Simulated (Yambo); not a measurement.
```xyz
4
Lattice="1.9126 1.1043 6.4028 -1.9126 1.1043 6.4028 0.0000 -2.2085 6.4028" Properties=species:S:1:pos:R:3 pbc="T T T"
N      0.0000     0.0000     9.6042
F      0.0000     0.0000     0.0000
Ba     0.0000     0.0000    14.5205
Ba     0.0000     0.0000     4.6879
```

Ba$_{2}$NF (space group R-3m, No. 166) under isotropic strain of -3 % on all lattice vectors: mean Im ε in 1 eV windows above the direct gap of 1.38 eV, for different electron-hole kernels (Yambo, broadening 0.15 eV, PBEsol (pw.x of Quantum ESPRESSO, ONCV potentials, without SOC) bands; 6×6×6 mesh, 3 valence and 9 conduction bands, static screening with 50 bands and a 4 Ry block, scissor 0.73 eV, Tamm-Dancoff; field along x).

| window (eV) | independent quasiparticles | BSE |
|---|---|---|
| 1.4 to 2.4 | 1.0 | 1.8 |
| 2.4 to 3.4 | 1.7 | 2.2 |
| 3.4 to 4.4 | 2.7 | 3.5 |
| 4.4 to 5.4 | 3.7 | 5.9 |
| 5.4 to 6.4 | 5.6 | 5.2 |

This run doesn't resolve bound excitons or single peaks, so only averages are given, and they too depend on the mesh; weight that the attraction moves below the gap isn't listed. All transitions below 6.95 eV are in the band window. The scissor comes from a G0W0 run whose convergence isn't established.

Geometry strained from the cell relaxed with PBEsol, atoms relaxed again.

The structure is a Materials Project entry; no match was found in the copy of COD used, and its stability was not checked.
